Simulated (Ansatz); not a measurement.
La2O3: what each run costs

Cell: 5 atoms, space group P-3m1, a = 3.931 Å, b = 3.931 Å, c = 6.112 Å, α = 90.00°, β = 90.00°, γ = 120.00°.

All runs are DFT with Ansatz 0.2.0 on 1 thread of Arm Neoverse V2 (aarch64; 28 cores open to the job, memory cap 3.0 GiB, no GPU), a shared host.

Problem. Rank the runs by wall time, shortest first.
A. single point, PBE, 420 eV, 7×7×4 k-points, smearing 0.02 eV
B. single point, r2SCAN, 500 eV, 7×7×4 k-points, smearing 0.02 eV
C. single point, PBE with spin–orbit coupling, 420 eV, 7×7×4 k-points, smearing 0.02 eV

Solution. A (8.1 s, 0.42 GiB), B (18 s, 0.56 GiB), C (47 s, 0.74 GiB).
